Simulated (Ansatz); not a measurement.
LaCu2:
```
LaCu2
1.0
    4.30017     0.00000     0.00000
   -2.15008     3.72405     0.00000
    0.00000     0.00000     3.86584
La Cu
1 2
Direct
  0.00000   0.00000   0.00000
  0.33333   0.66667   0.50000
  0.66667   0.33333   0.50000
```

Relaxed with r²SCAN. Special points in fractions of this cell's reciprocal vectors: Γ (0.000, 0.000, 0.000); M (0.500, 0.000, 0.000); K (0.333, 0.333, 0.000); A (0.000, 0.000, 0.500); L (0.500, 0.000, 0.500); H (0.333, 0.333, 0.500).

Problem. List the band energies nearest the Fermi level at these points for r²SCAN (plane waves, PAW; program Ansatz).

Solution. In eV from the Fermi level; about four levels below and three above (degenerate sets whole), none deeper than 8.9 eV; points with the same levels are listed once.

```
k                          below           above
-  -----------------------------  --------------
Γ  -3.19 -3.19 -2.92 -2.78 -2.78  0.32 0.32 0.72
M        -2.99 -2.57 -2.44 -1.73  0.78 1.23 1.46
K        -2.07 -1.89 -1.89 -1.59  2.01 2.01 2.02
A        -2.64 -2.63 -2.63 -2.57  1.79 1.79 1.90
L        -2.05 -1.06 -0.72 -0.58  1.20 2.29 2.34
H        -2.70 -2.70 -2.54 -2.06  0.22 0.22 1.40
```

Space group P6/mmm. The first step of the workflow began from a Materials Project structure, measured or hypothetical; the Crystallography Open Database files this formula in space group No. 191, but the cells were not matched. Its standing as an ambient phase is unchecked. The cell was relaxed with r²SCAN under the symmetry of its start; its stability against distortions is not shown here. The run is not spin-polarised. Spin–orbit coupling is left out wherever it is not named.

Potentials: the later of the program's two PAW sets.
